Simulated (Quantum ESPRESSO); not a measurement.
CGe3Si4, input and log of a self-consistent run

Computed values, not a measurement. The program is pw.x of Quantum ESPRESSO 7.5 (plane-wave density functional theory). The cell is made up: 8 atoms on a zincblende/diamond lattice, with randomly drawn elements, strain and displacements, not relaxed. PseudoDojo standard norm-conserving files (v0.5 for PBE, v0.4.1 for LDA and PBEsol) set the functional; there is no spin polarisation, spin-orbit coupling or dispersion term, and the masses in the input are unused placeholders.

Input:

```
&control calculation='scf', pseudo_dir='./dojo.nc.sr.pbe.v0_5.standard.upf', outdir='./o', disk_io='low', tprnfor=.true., tstress=.true. /
&system ibrav=0, nat=8, ntyp=3, nbnd=41, ecutwfc=82.02448710, nosym=.true., tot_charge=0,
 occupations='smearing', smearing='fd', degauss=0.0073498644
/
&electrons conv_thr=7.350e-09, electron_maxstep=60, /
ATOMIC_SPECIES
C 1.0 C.upf
Ge 1.0 Ge.upf
Si 1.0 Si.upf
CELL_PARAMETERS angstrom
5.7192 0.0448 -0.0652
0.0448 5.7139 0.0344
-0.0652 0.0344 5.7156
ATOMIC_POSITIONS angstrom
C -0.0656 0.0968 0.0247
Ge 0.137 2.8202 2.9404
Si 2.8376 0.0357 2.8195
Si 2.8219 2.8817 -0.0138
Ge 1.5107 1.3859 1.5066
Ge 1.501 4.266 4.2814
Si 4.2077 1.3239 4.422
Si 4.303 4.2618 1.4101
K_POINTS automatic
6 6 6 1 1 1
```

The log is shortened where brackets say so; the opening notice, blank lines, dates and the lines on written files are dropped, and the path of the files is cut. It prints rydbergs, bohrs and kilobars, and counts compression as positive stress.

```
     Program PWSCF v.7.5
     Parallel version (MPI & OpenMP), running on       4 processor cores
     Number of MPI processes:                 4
     Threads/MPI process:                     1
     [start-up lines left out]
     bravais-lattice index     =            0
     lattice parameter (alat)  =      10.8088  a.u.
     unit-cell volume          =    1260.1637 (a.u.)^3
     number of atoms/cell      =            8
     number of atomic types    =            3
     number of electrons       =        62.00
     number of Kohn-Sham states=           41
     kinetic-energy cutoff     =      82.0245  Ry
     charge density cutoff     =     328.0979  Ry
     scf convergence threshold =      7.3E-09
     mixing beta               =       0.7000
     number of iterations used =            8  plain     mixing
     Exchange-correlation= PBE
                           (   1   4   3   4   0   0   0)
     [axes and pseudopotential details left out]
   Cartesian axes
     site n.     atom                  positions (alat units)
         1        C      tau(   1) = (  -0.0114690   0.0169238   0.0043184  )
         2        Ge     tau(   2) = (   0.0239521   0.4930638   0.5140787  )
         3        Si     tau(   3) = (   0.4961059   0.0062415   0.4929414  )
         4        Si     tau(   4) = (   0.4933610   0.5038160  -0.0024127  )
         5        Ge     tau(   5) = (   0.2641201   0.2423009   0.2634033  )
         6        Ge     tau(   6) = (   0.2624242   0.7458372   0.7485296  )
         7        Si     tau(   7) = (   0.7356444   0.2314613   0.7731111  )
         8        Si     tau(   8) = (   0.7523060   0.7451029   0.2465319  )
     number of k points=   108  Fermi-Dirac smearing, width (Ry)=  0.0073
     Number of k-points >= 100: set verbosity='high' to print them.
     Dense  grid:   126389 G-vectors     FFT dimensions: (  64,  64,  64)
     Estimated max dynamical RAM per process >     431.83 MB
     Estimated total dynamical RAM >       1.60 GB
     Initial potential from superposition of free atoms
     starting charge      61.9950, renormalised to      62.0000
     Starting wfcs are   47 randomized atomic wfcs
     total cpu time spent up to now is       11.6 secs
     per-process dynamical memory:   376.0 Mb
     Self-consistent Calculation
     iteration #  1     ecut=    82.02 Ry     beta= 0.70
     Davidson diagonalization with overlap
     ethr =  1.00E-02,  avg # of iterations =  3.0
     Threshold (ethr) on eigenvalues was too large:
     Diagonalizing with lowered threshold
     Davidson diagonalization with overlap
     ethr =  6.04E-04,  avg # of iterations =  2.3
     total cpu time spent up to now is       64.5 secs
     total energy              =    -581.28641552 Ry
     estimated scf accuracy    <       0.37877798 Ry
     iteration #  2     ecut=    82.02 Ry     beta= 0.70
     Davidson diagonalization with overlap
     ethr =  6.11E-04,  avg # of iterations =  6.6
     total cpu time spent up to now is       94.6 secs
     total energy              =    -581.20208846 Ry
     estimated scf accuracy    <       1.63263827 Ry
     iteration #  3     ecut=    82.02 Ry     beta= 0.70
     Davidson diagonalization with overlap
     ethr =  6.11E-04,  avg # of iterations =  4.0
     total cpu time spent up to now is      122.9 secs
     total energy              =    -581.44435187 Ry
     estimated scf accuracy    <       0.02004912 Ry
     iteration #  4     ecut=    82.02 Ry     beta= 0.70
     Davidson diagonalization with overlap
     ethr =  3.23E-05,  avg # of iterations =  6.6
     total cpu time spent up to now is      154.9 secs
     total energy              =    -581.44865563 Ry
     estimated scf accuracy    <       0.00513715 Ry
     iteration #  5     ecut=    82.02 Ry     beta= 0.70
     Davidson diagonalization with overlap
     ethr =  8.29E-06,  avg # of iterations =  3.9
     total cpu time spent up to now is      182.6 secs
     total energy              =    -581.44946841 Ry
     estimated scf accuracy    <       0.00063376 Ry
     iteration #  6     ecut=    82.02 Ry     beta= 0.70
     Davidson diagonalization with overlap
     ethr =  1.02E-06,  avg # of iterations =  3.3
     total cpu time spent up to now is      208.1 secs
     total energy              =    -581.44958705 Ry
     estimated scf accuracy    <       0.00007105 Ry
     iteration #  7     ecut=    82.02 Ry     beta= 0.70
     Davidson diagonalization with overlap
     ethr =  1.15E-07,  avg # of iterations =  2.3
     total cpu time spent up to now is      230.3 secs
     total energy              =    -581.44960254 Ry
     estimated scf accuracy    <       0.00000351 Ry
     iteration #  8     ecut=    82.02 Ry     beta= 0.70
     Davidson diagonalization with overlap
     ethr =  5.66E-09,  avg # of iterations =  3.9
     total cpu time spent up to now is      254.1 secs
     total energy              =    -581.44960323 Ry
     estimated scf accuracy    <       0.00000138 Ry
     iteration #  9     ecut=    82.02 Ry     beta= 0.70
     Davidson diagonalization with overlap
     ethr =  2.23E-09,  avg # of iterations =  2.0
     total cpu time spent up to now is      275.7 secs
     total energy              =    -581.44960343 Ry
     estimated scf accuracy    <       0.00000011 Ry
     iteration # 10     ecut=    82.02 Ry     beta= 0.70
     Davidson diagonalization with overlap
     ethr =  1.77E-10,  avg # of iterations =  2.7
     total cpu time spent up to now is      297.9 secs
     total energy              =    -581.44960346 Ry
     estimated scf accuracy    <          8.4E-09 Ry
     iteration # 11     ecut=    82.02 Ry     beta= 0.70
     Davidson diagonalization with overlap
     ethr =  1.36E-11,  avg # of iterations =  3.3
     total cpu time spent up to now is      321.0 secs
     End of self-consistent calculation
     Number of k-points >= 100: set verbosity='high' to print the bands.
     the Fermi energy is     5.6755 ev
!    total energy              =    -581.44960346 Ry
     estimated scf accuracy    <          2.0E-09 Ry
     smearing contrib. (-TS)   =      -0.00181836 Ry
     internal energy E=F+TS    =    -581.44778511 Ry
     The total energy is F=E-TS. E is the sum of the following terms:
     one-electron contribution =    -376.45638199 Ry
     hartree contribution      =     220.23908620 Ry
     xc contribution           =    -146.62171504 Ry
     ewald contribution        =    -278.60877428 Ry
     convergence has been achieved in  11 iterations
     Forces acting on atoms (cartesian axes, Ry/au):
     atom    1 type  1   force =    -0.02192464   -0.01709885    0.00140577
     atom    2 type  2   force =    -0.07640046   -0.01669334   -0.00099224
     atom    3 type  3   force =     0.05397548   -0.04832936    0.02942162
     atom    4 type  3   force =     0.05145173   -0.03270499    0.03295537
     atom    5 type  2   force =    -0.06222528    0.00449230   -0.07859494
     atom    6 type  2   force =    -0.04035636    0.07219613    0.01905957
     atom    7 type  3   force =     0.06448283   -0.00204619    0.01767396
     atom    8 type  3   force =     0.03099670    0.04018429   -0.02092910
     Total force =     0.206328     Total SCF correction =     0.000120
     Computing stress (Cartesian axis) and pressure
          total   stress  (Ry/bohr**3)                   (kbar)     P=      -86.74
  -0.00062761  -0.00009146   0.00009267          -92.33      -13.45       13.63
  -0.00009146  -0.00056139  -0.00001630          -13.45      -82.58       -2.40
   0.00009267  -0.00001630  -0.00058000           13.63       -2.40      -85.32
     init_run     :     10.71s CPU     11.15s WALL (       1 calls)
     electrons    :    307.45s CPU    309.44s WALL (       1 calls)
     forces       :      3.49s CPU      3.51s WALL (       1 calls)
     stress       :     12.58s CPU     12.58s WALL (       1 calls)
     [timing details left out]
     PWSCF        :   5m34.76s CPU   5m37.34s WALL
     JOB DONE.
```

In other units: free energy -7911.025 eV for the cell, pressure -8.67 GPa, largest force component 2.021 eV/Å. A rerun of this cell at 1347 eV and a 8 x 8 x 8 mesh moved values by no more than 0.002 eV in energy, 0.02 GPa in stress and 0.010 eV/Å in force.